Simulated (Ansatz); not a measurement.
## Notes on Ba3Zr

```
Ba Zr
1.0
     4.96008    0.00000    0.00000
     0.00000    4.96008    0.00000
     0.00000    0.00000    4.83864
Ba Zr
3 1
Direct
  0.00000 0.50000 0.50000
  0.50000 0.00000 0.50000
  0.50000 0.50000 0.00000
  0.00000 0.00000 0.00000
```

Method: r2SCAN, spin-orbit coupling; PAW, plane waves to 500 eV, 5×5×5 Γ-centred mesh, methfessel-paxton occupations (width 0.0301 eV) (Ansatz 0.2.0), atoms fixed.

The state carries no moments; the state need not be the lowest.

(1) Metal or insulator?

(2) How is the charge shared?

(3) What is the formation energy?

(4) Are the atoms at rest?

(5) What does the stress say?

Origin: a known structure type with other elements, at an estimated volume, so it need not be a known compound.

Results:

(1) It is a metal, with about 4.5 states/eV a cell as the mean within 0.25 eV of the Fermi level.

(2) Bader charges in e: Ba +0.10 to +0.18, Zr -0.46. In the mean Ba gives up most and Zr takes most.

(3) 1.00 eV an atom against the elements' usual phases (free molecules for gases, crystals otherwise, with no correction for O₂ or N₂), so at this geometry it isn't bound against them. Relaxing would lower it.

(4) The forces vanish by the symmetry of the sites.

(5) The pressure is 10.0 GPa (compression positive), so with the atoms held at these fractions the cell would first expand.
